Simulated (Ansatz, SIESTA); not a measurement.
This is a calculation of ZrB for Ansatz 0.2.0. Atoms were shifted at random by some hundredths of an Å from the given cell, which wasn't relaxed again for these runs. 

input.yaml

```yaml
crystal:
  lattice:
    - [0.0, 2.325, 2.325]
    - [2.325, 0.0, 2.325]
    - [2.325, 2.325, 0.0]
  atoms:
    - { symbol: Zr, position: [-0.001592, 0.009886, 0.00417] }
    - { symbol: B, position: [0.502429, 0.491319, 0.515216] }
hamiltonian:
  xc: pbe
  pseudopotentials: { kind: paw, azcp: { folder: soft_1 } }
kpoints:
  mp_grid: { grid: [10, 10, 10] }
scf:
  occupations: { method: fermi_dirac, width: 0.05 }
output:
  forces: true
  stress: true
  eigenvalues: true
```

Potentials or basis: Ansatz PAW soft_1.

Command:

```console
$ ansatz run input.yaml --threads 1 --pin off --max-ram 3584MiB --backend cpu --events-out ev --progress --plain --runs-dir out
```

Question: What does the same run look like in SIESTA 5.4.2? Potentials or basis there: files PseudoDojo sr-pbe-0.4.1-standard, DZP (energy shift 0.003 Ry; two zetas on semicore shells).

Answer: As run (cutoffs and basis follow the program's own potentials, and thresholds, step limits or extra output files can differ):

File ZrB.fdf:

```
SystemName                      ZrB
SystemLabel                     ZrB
NumberOfSpecies                 2
NumberOfAtoms                   2
%block ChemicalSpeciesLabel
  1  40 Zr
  2   5 B
%endblock ChemicalSpeciesLabel

UseStructFile                   true

%block kgrid.MonkhorstPack
   10   0   0  0.0
    0  10   0  0.0
    0   0  10  0.0
%endblock kgrid.MonkhorstPack
XC.Functional                   GGA
XC.Authors                      PBE
PAO.BasisSize                   DZP
PAO.EnergyShift                 0.003 Ry
Mesh.Cutoff                     800 Ry
OccupationFunction              FD
ElectronicTemperature           0.05 eV
MaxSCFIterations                120
SCF.MustConverge                false
SCF.Mixer.Method                Pulay
SCF.Mixer.Weight                0.25
SCF.Mixer.History               8
SCF.DM.Tolerance                5.0e-05
SCF.H.Tolerance                 1.0e-03 eV
WriteForces                     true
Charge.Mulliken                 end
%block PAO.Basis
  Zr 5
  n=4 0 2
    3.497 0.000
  n=5 0 2
    9.041 0.000
  n=4 1 2
    4.057 0.000
  n=5 1 1
    9.041
  n=4 2 2
    7.356 0.000
%endblock PAO.Basis
```

The input ZrB.STRUCT_IN:

```
   0.0000000000     2.3250000000     2.3250000000
   2.3250000000     0.0000000000     2.3250000000
   2.3250000000     2.3250000000     0.0000000000
2
1  40   -0.0015920000     0.0098860000     0.0041700000
2   5    0.5024290000     0.4913190000     0.5152160000
```

Potentials or basis: PseudoDojo 0.4 standard (PBE files), converted to PSML, two zetas on semicore shells, DZP (energy shift 0.003 Ry; two zetas on semicore shells).

Launch:

```bash
$ siesta ZrB.fdf > ZrB.out 2>&1
```

Both were run:

|  | Ansatz | SIESTA |
| --- | --- | --- |
| Pressure | 34.8 GPa | 35.9 GPa |
| Largest force | 0.502 eV/Å | 0.539 eV/Å |
| Energy over the undisturbed cell | 6.3 meV/atom | 6.9 meV/atom |

Ansatz's pressure holds a Pulay term of +0.06 GPa for its cutoff of 420 eV, which the other run lacks.

Where Ansatz's input types no cutoff or centring, it takes its own default and a Γ-centred mesh.

The cell lies far from this level's equilibrium.

Pressure is positive in compression.
